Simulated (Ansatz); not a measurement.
AlN:
```xyz
2
Lattice="0.0000 2.1886 2.1886 2.1886 0.0000 2.1886 2.1886 2.1886 0.0000" Properties=species:S:1:pos:R:3 pbc="T T T"
Al     0.0000     0.0000     0.0000
N      1.0943     1.0943     1.0943
```

Cartesian axes are those of the cell as given.

### Question
Give the proper piezoelectric stress tensor with relaxed ions from the program Ansatz at the PBEsol level (PAW).

### Answer
In C/m², rows x, y, z, Voigt columns; mesh uncertainty up to 0.00.
```
0.00  0.00  0.00  0.58  0.00  0.00
0.00  0.00  0.00  0.00  0.58  0.00
0.00  0.00  0.00  0.00  0.00  0.58
```

The elastic tensor of the same run (GPa):

|  | 1 | 2 | 3 | 4 | 5 | 6 |
|---|---|---|---|---|---|---|
| 1 | 286 | 158 | 158 | 0.0 | 0.0 | 0.0 |
| 2 | 158 | 286 | 158 | 0.0 | 0.0 | 0.0 |
| 3 | 158 | 158 | 286 | 0.0 | 0.0 | 0.0 |
| 4 | 0.0 | 0.0 | 0.0 | 179 | 0.0 | 0.0 |
| 5 | 0.0 | 0.0 | 0.0 | 0.0 | 179 | 0.0 |
| 6 | 0.0 | 0.0 | 0.0 | 0.0 | 0.0 | 179 |

### Question
Convert to strain constants d = e·S.

### Answer
In pC/N:
```
0.0  0.0  0.0  3.2  0.0  0.0
0.0  0.0  0.0  0.0  3.2  0.0
0.0  0.0  0.0  0.0  0.0  3.2
```

Space group F-43m (zinc blende). The PBEsol relaxation kept the symmetry of its start. Signs of piezoelectric constants follow the polarity of the cell as given.

Potentials: the earlier of the program's two PAW sets. The files were generated under PBE; for other functionals the program regenerates the frozen cores, and for LDA and PBEsol the local potential too.
